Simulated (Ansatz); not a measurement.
SiGe:
```
SiGe
1.0
    3.24182     0.00000     0.00000
    0.00000     3.24182     0.00000
    0.00000     0.00000     3.24182
Ge Si
1 1
Direct
  0.00000   0.00000   0.00000
  0.50000   0.50000   0.50000
```

Relaxed with PBE. Special points in fractions of this cell's reciprocal vectors: Γ (0.000, 0.000, 0.000); X (0.000, 0.500, 0.000); M (0.500, 0.500, 0.000); R (0.500, 0.500, 0.500).

### Question
List the band energies nearest the Fermi level at these points for DFT-PBE in the program Ansatz with PAW potentials.

### Answer
In eV from the Fermi level; about four levels below and three above (degenerate sets whole), none deeper than 8.9 eV; … stands for higher levels left out; points with the same levels are listed once.

| k | below | above |
|---|---|---|
| Γ | -1.09 -0.52 -0.52 -0.52 | 3.45 3.45 … |
| X | – | 2.78 2.78 2.88 2.88 |
| M | -7.64 -6.58 -5.79 -5.79 | 4.43 5.03 7.19 7.19 |
| R | -2.39 -2.39 -2.39 -2.12 -2.12 -2.12 | … |

Space group Pm-3m (CsCl type). The cell is a constructed one: a structure type filled with these elements; neither database checked (COD, Materials Project) lists it. Its standing as an ambient phase is unchecked. The PBE relaxation kept the symmetry of its start; whether a distortion lowers the energy is not shown. Spin–orbit coupling is left out wherever it is not named.

Potentials: the earlier of the program's two PAW sets.
